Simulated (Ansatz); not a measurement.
Values for one crystal, relaxed and computed with DFT-PBEsol in the program Ansatz with PAW potentials; other levels are named.

```yaml
volume_per_atom: 16.90 Å³
electronic_character: metallic (no gap)
Density of states at the Fermi level: 0.47 states/eV per atom (mean over ±0.08 eV)
Bulk modulus (Birch–Murnaghan fit): 175 GPa
Formation energy from the elements (no fitted shifts): 0.33 eV/atom
zone_centre_stability: unstable, softest mode 18i cm⁻¹
Pressure derivative B′: 4.9
```

Pick the material that matches.
A. TaAg, Pmma (Ag on 2e, Ta on 2f)
B. ScAg, CsCl type
C. InAg2, cubic Laves (MgCu2 type)
D. ZrTa, rock salt

A, TaAg, Pmma (Ag on 2e, Ta on 2f)

The start of the workflow was typed in or built on a structure type; neither database checked (COD, Materials Project) lists it. Its standing as an ambient phase is unchecked. The PBEsol relaxation kept the symmetry of its start; phonons show weakly imaginary modes. The run is not spin-polarised. Its formation energy is positive at this level, so the cell may be metastable or incomplete. As this level gives no gap, phonon frequencies hold no LO–TO term and depend on the k-mesh and smearing (Fermi–Dirac, 0.1 eV here). The references are the lowest solids computed at this level, not always the standard phases. Scalar-relativistic: spin–orbit coupling is off unless named, which matters more the heavier the elements.

Potentials: the earlier of the program's two PAW sets. The files were generated under PBE; for other functionals the program regenerates the frozen cores, and for LDA and PBEsol the local potential too.
